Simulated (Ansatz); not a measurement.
Is this InGa₂N₃ structure a true minimum?

It was relaxed at this level from a Materials Project cell.

Method: DFT PBE, scalar-relativistic, plane waves, PAW (Ansatz 0.2.0). Plane waves to 420 eV, a k mesh through Γ of 6×6×6 on the computed 12-atom cell and Gaussian smearing (0.02 eV); no spin polarisation.

The cell below (12 atoms, space group Cmc2_1 (No. 36)) is relaxed within its symmetry.

```xyz
12
Lattice="5.0105 -2.8902 0.0000 5.0105 2.8902 0.0000 0.0000 0.0000 5.3981" Properties=species:S:1:pos:R:3 pbc="T T T"
In    5.0105    1.0094    2.6439
In    5.0105   -1.0094    5.3430
Ga    1.7077    0.9445    2.6590
Ga    8.3132    0.9445    2.6590
Ga    8.3132   -0.9445    5.3581
Ga    1.7077   -0.9445    5.3581
N     1.8043    0.8882    4.6371
N     8.2166    0.8882    4.6371
N     8.2166   -0.8882    1.9380
N     1.8043   -0.8882    1.9380
N     5.0105    1.1112    4.8312
N     5.0105   -1.1112    2.1321
```

For the test it was strained at random (σ = 1.5 % a component), the atoms were moved at random (σ = 0.10 Å), and all was relaxed again on a coarse 4×4×4 mesh (in the run’s order of axes) with 0.10 eV smearing, with no symmetry imposed.

Question: What happens?

Answer: It returns, within 1 meV/atom of the unmoved cell on that mesh and with the same symmetry when read at 0.1 Å. No instability shows in this cell; modes of other wave vectors, which need another repeat, aren't tested.
